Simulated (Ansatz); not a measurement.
A relaxation computed with Ansatz, from input to last step.

```yaml
crystal:
  lattice:
    - [4.3552722162, 0.0, 0.0]
    - [-2.1776361081, 3.7717763797, 0.0]
    - [0.0, 0.0, 6.7760961131]
  atoms:
    - { symbol: Sn, position: [0.3333333333, 0.6666666667, 0.245] }
    - { symbol: Sn, position: [0.6666666667, 0.3333333333, 0.755] }
    - { symbol: As, position: [0.0, 0.0, 0.0] }
    - { symbol: As, position: [0.3333333333, 0.6666666667, 0.645] }
    - { symbol: As, position: [0.6666666667, 0.3333333333, 0.355] }
basis:
  ecutwfc: 420
kpoints:
  mp_grid: { grid: [6, 6, 4] }
hamiltonian:
  xc: pbe
scf:
  occupations: { method: gaussian, width: 0.1 }
  lower_state_search: "off"
output:
  forces: true
  stress: true
  eigenvalues: true
relax:
  adjacent_minimum: "off"
  f_tol: 0.04
  max_steps: 70
  cell: { stress_tol: 0.4 }
```

```bash
ansatz run input.yaml --threads 1 --pin off --max-ram 2560MiB --backend cpu --events-out ev --progress --plain --runs-dir out
```

Method: Ansatz, DFT PBE, scalar-relativistic, plane waves, PAW.

Of 19 frames 10 are shown, positions in Å and forces in eV/Å; the SCF threshold varies from step to step. Steps run on the plane waves of an earlier cell, with a Pulay correction in the pressure. The basis is chosen afresh for the last frame, the zero of the energies, and at times for earlier ones too; energy and pressure step there, also at an unchanged geometry. Here that happened at step 15 (-23 meV/atom, 1.2 GPa); the frames before carry an error of that size.

```xyz
5
Lattice="4.3553 0.0000 0.0000 -2.1776 3.7718 0.0000 0.0000 0.0000 6.7761" Properties=species:S:1:pos:R:3:forces:R:3 pbc="T T T" step=1 free_energy_over_end_meV_per_atom=403.30 pressure_GPa=12.88
Sn    0.0000    2.5145    1.6601    0.0000    0.0000   -1.8121
Sn    2.1776    1.2573    5.1160    0.0000    0.0000    1.8121
As    0.0000    0.0000    0.0000    0.0000    0.0000    0.0000
As    0.0000    2.5145    4.3706    0.0000    0.0000   -0.2058
As    2.1776    1.2573    2.4055    0.0000    0.0000    0.2058
5
Lattice="4.5377 0.0000 0.0000 -2.2688 3.9297 0.0000 0.0000 0.0000 7.1395" Properties=species:S:1:pos:R:3:forces:R:3 pbc="T T T" step=3 free_energy_over_end_meV_per_atom=189.62 pressure_GPa=-0.28
Sn    0.0000    2.6198    1.4785    0.0000    0.0000   -0.1494
Sn    2.2688    1.3099    5.6611    0.0000    0.0000    0.1494
As    0.0000    0.0000    0.0000    0.0000    0.0000    0.0000
As    0.0000    2.6198    4.4701    0.0000    0.0000   -0.2385
As    2.2688    1.3099    2.6694    0.0000    0.0000    0.2385
5
Lattice="4.3365 0.0000 0.0000 -2.1682 3.7555 0.0000 0.0000 0.0000 7.7710" Properties=species:S:1:pos:R:3:forces:R:3 pbc="T T T" step=5 free_energy_over_end_meV_per_atom=85.61 pressure_GPa=2.22
Sn    0.0000    2.5037    1.4412    0.0000    0.0000    0.0113
Sn    2.1682    1.2518    6.3298    0.0000    0.0000   -0.0113
As    0.0000    0.0000    0.0000    0.0000    0.0000    0.0000
As    0.0000    2.5037    4.4114    0.0000    0.0000   -0.3936
As    2.1682    1.2518    3.3596    0.0000    0.0000    0.3936
5
Lattice="4.3321 0.0000 0.0000 -2.1661 3.7517 0.0000 0.0000 0.0000 8.2642" Properties=species:S:1:pos:R:3:forces:R:3 pbc="T T T" step=7 free_energy_over_end_meV_per_atom=58.49 pressure_GPa=-0.76
Sn    0.0000    2.5011    1.5739    0.0000    0.0000   -0.3193
Sn    2.1661    1.2506    6.6903    0.0000    0.0000    0.3193
As    0.0000    0.0000    0.0000    0.0000    0.0000    0.0000
As    0.0000    2.5011    4.5681    0.0000    0.0000    0.0922
As    2.1661    1.2506    3.6961    0.0000    0.0000   -0.0922
5
Lattice="4.2423 0.0000 0.0000 -2.1212 3.6740 0.0000 0.0000 0.0000 8.4278" Properties=species:S:1:pos:R:3:forces:R:3 pbc="T T T" step=9 free_energy_over_end_meV_per_atom=46.35 pressure_GPa=-0.47
Sn    0.0000    2.4493    1.5400    0.0000    0.0000    0.0340
Sn    2.1212    1.2247    6.8878    0.0000    0.0000   -0.0340
As    0.0000    0.0000    0.0000    0.0000    0.0000    0.0000
As    0.0000    2.4493    4.7252    0.0000    0.0000    0.0996
As    2.1212    1.2247    3.7026    0.0000    0.0000   -0.0996
5
Lattice="4.1154 0.0000 0.0000 -2.0577 3.5640 0.0000 0.0000 0.0000 8.5370" Properties=species:S:1:pos:R:3:forces:R:3 pbc="T T T" step=11 free_energy_over_end_meV_per_atom=42.09 pressure_GPa=0.59
Sn    0.0000    2.3760    1.5979    0.0000    0.0000   -0.0203
Sn    2.0577    1.1880    6.9391    0.0000    0.0000    0.0203
As    0.0000    0.0000    0.0000    0.0000    0.0000    0.0000
As    0.0000    2.3760    4.8703    0.0000    0.0000    0.0318
As    2.0577    1.1880    3.6667    0.0000    0.0000   -0.0318
5
Lattice="4.1202 0.0000 0.0000 -2.0601 3.5682 0.0000 0.0000 0.0000 8.5866" Properties=species:S:1:pos:R:3:forces:R:3 pbc="T T T" step=13 free_energy_over_end_meV_per_atom=41.63 pressure_GPa=-0.03
Sn    0.0000    2.3788    1.6015    0.0000    0.0000    0.0013
Sn    2.0601    1.1894    6.9851    0.0000    0.0000   -0.0013
As    0.0000    0.0000    0.0000    0.0000    0.0000    0.0000
As    0.0000    2.3788    4.8980    0.0000    0.0000   -0.0048
As    2.0601    1.1894    3.6886    0.0000    0.0000    0.0048
5
Lattice="4.1165 0.0000 0.0000 -2.0583 3.5650 0.0000 0.0000 0.0000 8.5903" Properties=species:S:1:pos:R:3:forces:R:3 pbc="T T T" step=15 free_energy_over_end_meV_per_atom=18.49 pressure_GPa=1.25
Sn    0.0000    2.3767    1.6040    0.0000    0.0000   -0.0268
Sn    2.0583    1.1883    6.9864    0.0000    0.0000    0.0268
As    0.0000    0.0000    0.0000    0.0000    0.0000    0.0000
As    0.0000    2.3767    4.9005    0.0000    0.0000    0.0159
As    2.0583    1.1883    3.6898    0.0000    0.0000   -0.0159
5
Lattice="4.0232 0.0000 0.0000 -2.0116 3.4842 0.0000 0.0000 0.0000 9.1483" Properties=species:S:1:pos:R:3:forces:R:3 pbc="T T T" step=17 free_energy_over_end_meV_per_atom=0.71 pressure_GPa=0.29
Sn    0.0000    2.3228    1.6822    0.0000    0.0000    0.0136
Sn    2.0116    1.1614    7.4661    0.0000    0.0000   -0.0136
As    0.0000    0.0000    0.0000    0.0000    0.0000    0.0000
As    0.0000    2.3228    5.2064    0.0000    0.0000    0.0050
As    2.0116    1.1614    3.9419    0.0000    0.0000   -0.0050
5
Lattice="4.0118 0.0000 0.0000 -2.0059 3.4743 0.0000 0.0000 0.0000 9.2742" Properties=species:S:1:pos:R:3:forces:R:3 pbc="T T T" step=19 free_energy_over_end_meV_per_atom=0.00 pressure_GPa=-0.16
Sn    0.0000    2.3162    1.7030    0.0000    0.0000   -0.0289
Sn    2.0059    1.1581    7.5712    0.0000    0.0000    0.0289
As    0.0000    0.0000    0.0000    0.0000    0.0000    0.0000
As    0.0000    2.3162    5.2747    0.0000    0.0000   -0.0059
As    2.0059    1.1581    3.9995    0.0000    0.0000    0.0059
```

The start puts this composition into another compound's structure type, which needn't suit it. At the end the space group is P-3m1 (tolerance 0.05 Å).

The k mesh is coarse.